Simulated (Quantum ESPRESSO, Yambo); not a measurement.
# Levels of theory for the gap of LiHS

LiHS (space group Pmc2_1, No. 26): one geometry, one set of PBEsol (pw.x of Quantum ESPRESSO, ONCV potentials, without SOC) orbitals, self-energies from Yambo (2×4×1 Γ-centred k mesh, bands 5 to 257 and a 7 Ry block in the screening, 257 bands in G with the Bruneval-Gonze terminator, plasmon pole fitted at 27.2 eV).

The geometry is that of Materials Project entry mp-644419, symmetrised and not relaxed again.

```csv
level,gap Γ → Γ (eV),rough Yambo cost
PBEsol (Quantum ESPRESSO),3.37,–
exchange only (Hartree-Fock self-energy on PBEsol orbitals),11.21,about 1/30 (8 states)
static COHSEX@PBEsol,6.92,about 1/2 (2 states)
"G0W0@PBEsol, plasmon pole",5.80,1 (8 states)
"G0W0@PBEsol, multipole fit to 8 frequencies, no terminator",5.75,about 3× (2 states)
"G0W0@PBEsol, plasmon pole, no terminator",5.78,"about 1/10 (2 states, screening reused)"
```

Bare exchange has no screening and gives the widest gap; static COHSEX screens it but leaves out the frequency dependence, which G0W0 restores.

Costs are rough ratios of core time on shared machines.

Nearest settings tried, and what they do to the gap: 162 bands in W, 162 bands in G: -16 meV; 6 Ry block (319 vectors against 395): -30 meV; 1×2×1 mesh: -195 meV. So the settings aren't converged at that level. The k mesh is coarse.
